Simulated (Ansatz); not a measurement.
NbNO:
```xyz
12
Lattice="5.1235 0.0000 0.0000 0.0000 4.8567 0.0000 0.0000 0.0000 4.9647" Properties=species:S:1:pos:R:3 pbc="T T T"
Nb     0.1434     1.3746     1.1877
Nb     4.9801     3.4821     3.6700
Nb     2.7052     3.4821     1.1877
Nb     2.4183     1.3746     3.6700
O      1.9169     0.3231     0.6020
O      3.2066     4.5337     3.0843
O      4.4787     4.5337     0.6020
O      0.6448     0.3231     3.0843
N      1.1808     2.6196     4.9425
N      3.9427     2.2371     2.4601
N      3.7426     2.2371     4.9425
N      1.3809     2.6196     2.4601
```

This is the PBEsol-relaxed structure. x, y and z are the axes in which the lattice vectors are written.

**Question.** All from PBEsol in the plane-wave PAW code Ansatz, unless another level is named. Give the Born charges (a third of the trace).

**Answer.** Nb +6.65, O -3.04, N -3.61 e.

**Question.** Give the electronic dielectric constant ε∞ (DFPT).

**Answer.** 11.4 (xx), 10.6 (yy), 10.9 (zz).

Space group Pca2_1. The start of the workflow was typed in or built on a structure type; neither database checked (COD, Materials Project) lists it. COD files the formula under space group No. 14. Its standing as an ambient phase is unchecked. The cell was relaxed with PBEsol under the symmetry of its start; whether a distortion lowers the energy is not shown. The workflow began spin-polarised and lost its moments. Spin–orbit coupling is left out wherever it is not named.

Potentials: the earlier of the program's two PAW sets. The files were generated under PBE; for other functionals the program regenerates the frozen cores, and for LDA and PBEsol the local potential too.
